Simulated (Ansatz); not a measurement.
input.yaml (Ansatz)

```yaml
crystal:
  lattice:
    - [6.013407462, 0.0, 0.0]
    - [0.0, 6.013407462, 0.0]
    - [0.0, 0.0, 6.013407462]
  atoms:
    - { symbol: Te, position: [0.0, 1.0, 1.0] }
    - { symbol: Te, position: [0.5, 0.5, 0.5] }
    - { symbol: Te, position: [0.25, 1.0, 0.5] }
    - { symbol: Te, position: [0.75, 0.0, 0.5] }
    - { symbol: Te, position: [0.5, 0.25, 1.0] }
    - { symbol: Te, position: [0.5, 0.75, 1.0] }
    - { symbol: Te, position: [1.0, 0.5, 0.25] }
    - { symbol: Te, position: [1.0, 0.5, 0.75] }
hamiltonian:
  xc: lda
  pseudopotentials:
    kind: paw
    azcp:
      Te: "pseudopotentials/Te.paw.azcp"
basis:
  ecutwfc: 420
  fft_grid_basis: typed
kpoints:
  mp_grid: { grid: [6, 6, 6], shift: [0, 0, 0] }
magnetization:
  spin_polarized: false
scf:
  occupations: { method: fermi_dirac, width: 0.1 }
```

Output

```
Warning: the record states the generating functional pbe (its physics header spells it `PBE`), which answers neither for hamiltonian.xc's functional nor for the lda family's — results may be inconsistent (PPs are generated against a specific XC)
Engine: ansatz 0.2.0, x86_64-unknown-linux-gnu
Pseudopotentials: kind: paw
Pseudopotential: Te, paw, valence charge 16, recommended cutoff 420 eV (normal) 
Functional definition: SPW92
  exchange = slater_x
  correlation = pw_c
Crystal: 8 atoms, lattice volume = 217.451 Å³
Basis set: ecut = 420 eV, 4169 PW (Γ)
Bands: 72, of which v1, the nominal top of the filled ones, is band 64 counted from 1 (63 counted from 0)
Symmetry: 48 space group operations
Space group: Pm-3n (ITA 223), of the structure as read, at distance tolerance 6.0e-5 Å
k-points: 20 of 216
Non-local potential: Te, projectors of the file, l = 0: 2, l = 1: 2, l = 2: 2, l = 3: 2
PAW form: soft (Blöchl's): semilocal exchange-correlation on the pseudo side does not see the compensation charge
PAW frozen core: Te, regenerated for the run's functional, and the local potential with it (the file was generated under x = pbe(κ = 0.804, μ = 0.2195149727645171), c = pbe(β = 0.06672455060314922))
PAW one-centre angular grid: Te, 590 points (default); XC on 64 Gauss nodes
Initial density: superposition of atomic densities (neutral atoms: chi_scale 0, normalization atom), corrected by the library's trained network
Initial wavefunctions: pseudopotential atomic-orbital guess
Functional: x = slater, c = lda
SCF iter   1: F=—  HF=-54614.599608 eV  |F-HF|=—  |Δ(HF+E_count)|=         —  Δρ=4.84e-3  dr2=2.54e-2  ethr=1.77e-3  ⟨swp⟩=8.4  Hψ=12411  notcnv=0  defer=36
automatic band count: the SCF goes on with 80 bands, as 72 were too few: the levels above may hold too much charge
SCF iter   2: F=—  HF=-54614.583271 eV  |F-HF|=—  |Δ(HF+E_count)|=   1.63e-2  Δρ=2.87e-3  dr2=8.51e-3  ethr=1.99e-5  ⟨swp⟩=2.1  Hψ=2402  notcnv=0  defer=43
SCF iter   3: F=—  HF=-54614.579935 eV  |F-HF|=—  |Δ(HF+E_count)|=   3.34e-3  Δρ=6.40e-4  dr2=1.15e-3  ethr=6.65e-6  ⟨swp⟩=2.5  Hψ=2805  notcnv=0  defer=43
SCF iter   4: F=—  HF=-54614.579272 eV  |F-HF|=—  |Δ(HF+E_count)|=   6.63e-4  Δρ=3.28e-4  dr2=3.46e-4  ethr=8.98e-7  ⟨swp⟩=2.0  Hψ=2597  notcnv=0  defer=43
SCF iter   5: F=—  HF=-54614.579131 eV  |F-HF|=—  |Δ(HF+E_count)|=   1.41e-4  Δρ=1.18e-4  dr2=1.99e-5  ethr=2.70e-7  ⟨swp⟩=2.0  Hψ=2638  notcnv=0  defer=43
SCF iter   6: F=—  HF=-54614.579070 eV  |F-HF|=—  |Δ(HF+E_count)|=   6.13e-5  Δρ=2.21e-5  dr2=1.11e-6  ethr=1.55e-8  ⟨swp⟩=2.0  Hψ=2838  notcnv=0  defer=43
SCF iter   7: F=—  HF=-54614.579070 eV  |F-HF|=—  |Δ(HF+E_count)|=   3.25e-7  Δρ=7.09e-6  dr2=1.08e-7  ethr=8.66e-10  ⟨swp⟩=3.0  Hψ=3200  notcnv=0  defer=43
SCF iter   8: F=-54614.579070 eV  HF=-54614.579070 eV  |F-HF|=2.00e-9  |Δ(HF+E_count)|=   5.37e-8  Δρ=1.00e-6  dr2=2.54e-9  ethr=7.81e-11  ⟨swp⟩=3.0  Hψ=3115  notcnv=0
SCF 1 converged in 8 iterations: F = -54614.579070 eV  dr2 = 2.54e-9
SCF converged after 8 iterations
Free energy (F): -54614.579070 eV
Harris-Foulkes:  -54614.579070 eV  (|F-HF|=2.00e-9)
Internal energy: -54614.293654 eV  (E = F + TS)
E sigma→0 (E₀):  -54614.436362 eV
Entropy (-TS):   -0.285416 eV (-35.677 meV/atom)
Fermi energy:    11.606679 eV
--- Per-component energies (eV) ---
  E_band       = -1752.009074
  E_kinetic    = 1457.940725
  E_local      = -7996.174563  (includes V_loc(G=0)·N_el)
  E_nonlocal   = -2440.420628
  E_hartree    = 5562.426604
  E_xc         = -994.208953
  E_vxc        = -842.983589  (∫ρ·V_xc dr)
  E_paw        = -36076.952526  (= ΣΔE_a)
  E_vpaw       = -3055.216853  (= ΣTr[D̂ρ^β])
  E_aug_tail   = -0.001991  (compensation charges beyond the density's cutoff)
  E_ewald      = -14132.331613
  E_core_change = 5.429290  (= ΣΔE_core)
  E_smearing   = -0.285416  (= −TS)
  E_closure    = 0.000000  (closes the sum)
  Σ components = -54614.579070   (vs F -54614.579070, Δ=0.00e0)
```
